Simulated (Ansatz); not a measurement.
# ZrPt: projected DOS by orbital

```xyz
4
Lattice="1.7167 -5.2034 0.0000 1.7167 5.2034 0.0000 0.0000 0.0000 4.2824" Properties=species:S:1:pos:R:3 pbc="T T T"
Zr    1.7167   -3.7334    3.2118
Zr    1.7167    3.7334    1.0706
Pt    1.7167   -0.9602    3.2118
Pt    1.7167    0.9602    1.0706
```

Atom numbers follow the list: Zr1, Zr2, Pt3, Pt4.

The cell is the one relaxed in the Materials Project (mp-1065995), not relaxed further here; entries there can be hypothetical.

Spin–orbit coupling is left out, though it moves levels of the heavy atoms by tenths of an eV or more.

Method: DFT, LDA, all-electron LAPW, scalar-relativistic (Ansatz 0.2.0).

Numerical set-up: a Γ-centred 11×11×9 k mesh, Fermi–Dirac smearing of 0.05 eV, basis error target 1 meV/atom, no spin polarisation.

States per eV for one atom of each kind, in 0.4 eV bins named by their centres, from the Fermi level, projected on a minimal set of Löwdin-orthogonalised atomic shells; orbitals are real harmonics on the Cartesian axes, equal curves share a column, and empty bins are left out, as is all above 8.1 eV, near the top of the computed bands.

Zr1 4d:

```
# E all dz2 dxz dyz dx2-y2 dxy
-7.1 0.01 0.00 0.00 0.00 0.00 0.00
-6.7 0.02 0.00 0.00 0.00 0.00 0.01
-6.3 0.05 0.00 0.02 0.00 0.01 0.02
-5.9 0.24 0.01 0.10 0.01 0.03 0.09
-5.5 0.41 0.09 0.08 0.10 0.08 0.06
-5.1 0.50 0.13 0.04 0.13 0.09 0.10
-4.7 0.55 0.13 0.07 0.14 0.11 0.10
-4.3 0.40 0.10 0.10 0.05 0.05 0.11
-3.9 0.44 0.14 0.08 0.04 0.06 0.11
-3.5 0.50 0.08 0.20 0.08 0.08 0.06
-3.1 0.55 0.08 0.23 0.08 0.11 0.04
-2.7 0.42 0.06 0.12 0.06 0.16 0.03
-2.3 0.30 0.04 0.10 0.03 0.11 0.03
-1.9 0.14 0.03 0.05 0.02 0.02 0.02
-1.5 0.24 0.03 0.06 0.05 0.06 0.05
-1.1 0.71 0.09 0.22 0.13 0.14 0.13
-0.7 1.03 0.18 0.20 0.14 0.28 0.22
-0.3 0.85 0.13 0.18 0.10 0.25 0.18
0.1 0.59 0.13 0.12 0.10 0.09 0.14
0.5 1.12 0.29 0.19 0.21 0.15 0.28
0.9 1.70 0.41 0.20 0.47 0.41 0.21
1.3 1.75 0.19 0.25 0.75 0.26 0.30
1.7 1.53 0.27 0.31 0.40 0.24 0.32
2.1 1.40 0.38 0.19 0.21 0.22 0.39
2.5 1.30 0.39 0.14 0.16 0.21 0.40
2.9 1.69 0.44 0.21 0.32 0.23 0.48
3.3 1.75 0.52 0.28 0.29 0.30 0.37
3.7 1.35 0.18 0.33 0.27 0.34 0.24
4.1 0.91 0.09 0.21 0.24 0.27 0.11
4.5 0.60 0.07 0.08 0.15 0.22 0.07
4.9 0.32 0.03 0.07 0.09 0.08 0.06
5.3 0.19 0.02 0.05 0.05 0.04 0.03
5.7 0.13 0.01 0.04 0.03 0.02 0.02
6.1 0.08 0.01 0.02 0.02 0.02 0.01
6.5 0.07 0.01 0.02 0.01 0.01 0.01
6.9 0.12 0.03 0.03 0.01 0.02 0.03
7.3 0.17 0.02 0.10 0.00 0.02 0.02
7.7 0.17 0.03 0.09 0.01 0.04 0.02
```

Pt3 5d:

```
# E all dz2 dxz dyz dx2-y2 dxy
-7.1 0.01 0.00 0.00 0.00 0.00 0.00
-6.7 0.02 0.01 0.00 0.01 0.00 0.00
-6.3 0.06 0.01 0.01 0.02 0.01 0.00
-5.9 0.33 0.07 0.02 0.13 0.09 0.02
-5.5 1.07 0.19 0.07 0.61 0.15 0.06
-5.1 2.25 0.69 0.37 0.53 0.38 0.27
-4.7 3.29 0.72 0.69 0.66 0.55 0.67
-4.3 2.43 0.37 0.63 0.23 0.67 0.52
-3.9 2.59 0.30 0.85 0.20 0.48 0.75
-3.5 2.52 0.44 0.71 0.34 0.54 0.50
-3.1 2.93 0.52 0.68 0.50 0.43 0.79
-2.7 2.67 0.64 0.30 0.61 0.50 0.63
-2.3 0.85 0.17 0.06 0.22 0.29 0.10
-1.9 0.32 0.09 0.01 0.04 0.16 0.02
-1.5 0.13 0.05 0.01 0.03 0.03 0.02
-1.1 0.21 0.06 0.02 0.04 0.04 0.06
-0.7 0.21 0.05 0.02 0.05 0.04 0.05
-0.3 0.14 0.03 0.02 0.03 0.04 0.03
0.1 0.13 0.03 0.01 0.02 0.04 0.02
0.5 0.24 0.06 0.01 0.07 0.06 0.03
0.9 0.44 0.10 0.02 0.16 0.13 0.04
1.3 0.42 0.05 0.04 0.20 0.05 0.07
1.7 0.32 0.07 0.03 0.13 0.05 0.04
2.1 0.20 0.04 0.03 0.07 0.03 0.04
2.5 0.17 0.04 0.03 0.03 0.02 0.05
2.9 0.19 0.03 0.05 0.02 0.03 0.07
3.3 0.20 0.04 0.06 0.01 0.04 0.06
3.7 0.17 0.03 0.07 0.00 0.03 0.03
4.1 0.10 0.02 0.05 0.00 0.02 0.01
4.5 0.04 0.01 0.02 0.00 0.01 0.01
4.9 0.02 0.00 0.01 0.00 0.00 0.00
5.3 0.02 0.00 0.01 0.00 0.00 0.00
5.7 0.01 0.00 0.01 0.00 0.00 0.00
6.1 0.01 0.00 0.00 0.00 0.00 0.00
6.5 0.01 0.00 0.00 0.00 0.00 0.00
6.9 0.01 0.00 0.01 0.00 0.00 0.00
7.3 0.02 0.01 0.01 0.00 0.00 0.00
7.7 0.03 0.01 0.01 0.00 0.01 0.00
```

Zr1 5s:

```
# E all
-7.9 0.02
-7.5 0.06
-7.1 0.09
-6.7 0.11
-6.3 0.12
-5.9 0.12
-5.5 0.10
-5.1 0.11
-4.7 0.16
-4.3 0.08
-3.9 0.17
-3.5 0.10
-3.1 0.07
-2.7 0.09
-2.3 0.05
-1.9 0.03
-1.5 0.07
-1.1 0.16
-0.7 0.19
-0.3 0.07
0.1 0.04
0.5 0.05
0.9 0.03
1.3 0.03
1.7 0.04
2.1 0.07
2.5 0.06
2.9 0.06
3.3 0.06
3.7 0.08
4.1 0.16
4.5 0.24
4.9 0.14
5.3 0.09
5.7 0.06
6.1 0.04
6.5 0.08
6.9 0.19
7.3 0.21
7.7 0.31
```

Pt3 6s:

```
# E all
-7.9 0.02
-7.5 0.06
-7.1 0.10
-6.7 0.16
-6.3 0.22
-5.9 0.43
-5.5 0.34
-5.1 0.10
-4.7 0.09
-4.3 0.04
-3.9 0.07
-3.5 0.07
-3.1 0.13
-2.7 0.19
-2.3 0.21
-1.9 0.09
-1.5 0.06
-1.1 0.06
-0.7 0.06
-0.3 0.06
0.1 0.05
0.5 0.05
0.9 0.04
1.3 0.03
1.7 0.03
2.1 0.03
2.5 0.02
2.9 0.03
3.3 0.04
3.7 0.05
4.1 0.06
4.5 0.09
4.9 0.10
5.3 0.09
5.7 0.08
6.1 0.06
6.5 0.11
6.9 0.19
7.3 0.26
7.7 0.27
```
